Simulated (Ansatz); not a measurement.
A scan (energy over volume and axial ratio; atoms clamped) gave these values. Method: r2SCAN (plane waves to 500 eV, PAW, scalar-relativistic; Ansatz, an electronic-structure program).

| Item | Result |
|---|---|
| Shear modulus C′ = (C11 − C12)/2 (fit, atoms clamped) | 55 GPa |

Problem. Of these crystals, all scanned alike, which one is it?
(A) C (diamond)
(B) AlNi₃ (Cu3Au type)
(C) CsHgCl₃ (cubic perovskite)
(D) ScPt₃ (Cu3Au type)

Solution. B, AlNi₃ (Cu3Au type). The others have, for the shear modulus C′ = (C11 − C12)/2: CsHgCl3 16 GPa, ScPt3 73 GPa, C 496 GPa

All were relaxed with their symmetry unable to fall. At this level the bands of CsHgCl3 touch or barely overlap. Relaxed AlNi3 ends ferromagnetic. ScPt3 is run without spin polarisation. Spin-orbit coupling is left out. Other magnetic orders were not checked, so this need not be the ground state. (This holds for the magnetic or f-shell members.) With partly filled bands, the response to shear is sensitive to the k mesh, so small differences along c/a are uncertain.

(Under strain, the slope of the energy per volume gives the stress and its curvature an elastic modulus.)
